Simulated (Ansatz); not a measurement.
A 12-atom cell of TiSn3O8 built on the rutile structure (relaxed group Cmmm) was put through Ansatz (plane waves). Cell and atoms come from a relaxation with r2SCAN.

Structure:
```xyz
12
Lattice="3.3319 -3.3385 0.0000 3.3319 3.3385 0.0000 0.0000 0.0000 6.2959" Properties=species:S:1:pos:R:3 pbc="T T T"
Sn    3.3319    0.0000    0.0000
Sn    0.0000    0.0000    4.6952
O     1.2947    0.0000    0.0000
O     5.3691    0.0000    0.0000
O     3.3319   -1.2738    4.6573
O     3.3319    1.2738    4.6573
Ti    3.3319    0.0000    3.1480
Sn    0.0000    0.0000    1.6007
O     1.3523    0.0000    3.1480
O     5.3115    0.0000    3.1480
O     3.3319   -1.2738    1.6386
O     3.3319    1.2738    1.6386
```

The output, standing remarks left out:
```
scf.n_extra_bands = 7 over 51 filled bands (N_el = 102.0): the run solves 58 bands
Functional definition: PBE
Crystal: 12 atoms, lattice volume = 140.068 Å³
Basis set: ecut = 420 eV, 2757 PW (Γ)
Bands: 58, of which v1, the nominal top of the filled ones, is band 51 counted from 1 (50 counted from 0)
Symmetry: 8 space group operations
Space group: Cmmm (ITA 65)
k-points: 39 of 144
preconditioner: auto → Resta (q_TF=auto, 2.588 Å⁻¹)  ε∞=5.1  [insulator: Δε(μ)=1.954 eV  σ=0.020 eV  ℏωp=30.4 eV]
SCF 1 converged in 8 iterations: F = -25115.224856 eV  dr2 = 4.52e-8
NSCF: frozen V_eff on 114 k-points
SCF converged after 8 iterations
Free energy (F): -25115.224856 eV
Fermi energy:    10.296299 eV
--- Per-component energies (eV) ---
  E_band       = -382.911308
  E_kinetic    = 2247.823530
  E_local      = -5858.909115
  E_nonlocal   = 299.900368
  E_hartree    = 2829.685854
  E_xc         = -1828.187077
  E_vxc        = -1157.214648
  E_paw        = -14755.321764
  E_vpaw       = -1573.900815
  E_ewald      = -8050.236703
--- Forces (eV/Å), atoms counted from 1 ---
  atom   1  Sn      0.00000      0.00000      0.00000
  atom   2  Sn      0.00000      0.00000    -0.00225
  atom   3  O       0.03957      0.00000      0.00000
  atom   4  O     -0.03957      0.00000      0.00000
  atom   5  O       0.00000      0.06045    -0.13971
  atom   6  O       0.00000    -0.06045    -0.13971
  atom   7  Ti      0.00000      0.00000      0.00000
  atom   8  Sn      0.00000      0.00000      0.00225
  atom   9  O       0.22014      0.00000      0.00000
  atom  10  O     -0.22014      0.00000      0.00000
  atom  11  O       0.00000      0.06045      0.13971
  atom  12  O       0.00000    -0.06045      0.13971
--- Stress (GPa, compression-positive) ---
        6.888729       0.000000       0.000000
        0.000000       6.683326       0.000000
        0.000000       0.000000       8.088566
  P = ⅓ Tr σ = 7.2202 GPa (72.202 kbar)
--- Band table (eV; the first three rows and the last of 39) ---
  k-point 0: bands = […, 7.8294, 8.0373, 8.1171, 8.6437, 8.6466, 9.3406, 11.4929, 11.7053, 12.5419, 12.6613, …]
  k-point 1: bands = […, 8.0725, 8.1411, 8.2181, 8.6392, 8.7082, 9.2175, 11.7222, 12.2861, 12.5285, 12.6318, …]
  k-point 2: bands = […, 8.0391, 8.2019, 8.6580, 8.6830, 8.7134, 8.9504, 11.8552, 12.5150, 12.6048, 13.1645, …]
  k-point 38: bands = […, 8.2177, 8.5029, 8.5122, 8.5206, 8.5423, 8.5947, 12.0561, 12.1478, 12.5764, 13.2352, …]
```

**Question.** Reconstruct the input, leaving the band path aside.

**Answer.**
```yaml
crystal:
  # lattice and atoms as above
kpoints:
  mp_grid: { grid: [6, 6, 4] }
hamiltonian:
  xc: pbe
scf:
  occupations: { method: fermi_dirac, width: 0.02 }
  n_extra_bands: 7
output:
  forces: true
  stress: true
  eigenvalues: true
```
A single point prints forces and stress when the output block asks for them. Keys that only write grids to files are left aside. This is the file that was run; thresholds and some counts can't be read off the log exactly.

**Question.** It ran on 1 × NVIDIA H100 80GB HBM3 with 2 threads of AMD EPYC 7R13 Processor (Zen 3) (shared host), load about 2.0 per core. About how long did it take, and how much host memory at the peak?

**Answer.** About 33 s, with a peak of 1.3 GiB.

Simulation only: spin-unpolarised, and no claim that this is the phase found in nature.

Spin-orbit coupling is left out, which matters wherever the heavy atoms make up the band edges.
